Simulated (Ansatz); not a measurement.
Ca:
```
CELL_PARAMETERS angstrom
     -2.21250     2.21250     2.21250
      2.21250    -2.21250     2.21250
      2.21250     2.21250    -2.21250
ATOMIC_POSITIONS crystal
  Ca 0.00000 0.00000 0.00000
```

Relaxed with r²SCAN. Special points in fractions of this cell's reciprocal vectors: Γ (0.000, 0.000, 0.000); H (0.500, -0.500, 0.500); N (0.000, 0.000, 0.500); P (0.250, 0.250, 0.250).

List the band energies nearest the Fermi level at these points for r²SCAN in the plane-wave PAW code Ansatz.

In eV from the Fermi level; about four levels below and three above (degenerate sets whole), none deeper than 8.9 eV; points with the same levels are listed once.

| k | below | above |
|---|---|---|
| Γ | -4.29 | 2.61 2.61 2.61 |
| H | – | 0.15 0.15 4.06 4.06 4.06 |
| N | -0.86 -0.17 | 1.58 3.59 3.96 |
| P | – | 0.38 0.38 0.38 |

Space group Im-3m (bcc (W type)). This is a known high-temperature phase of the composition, computed here at zero pressure and temperature. The cell was relaxed with r²SCAN under the symmetry of its start; its stability against distortions is not shown here.

Potentials: the earlier of the program's two PAW sets.
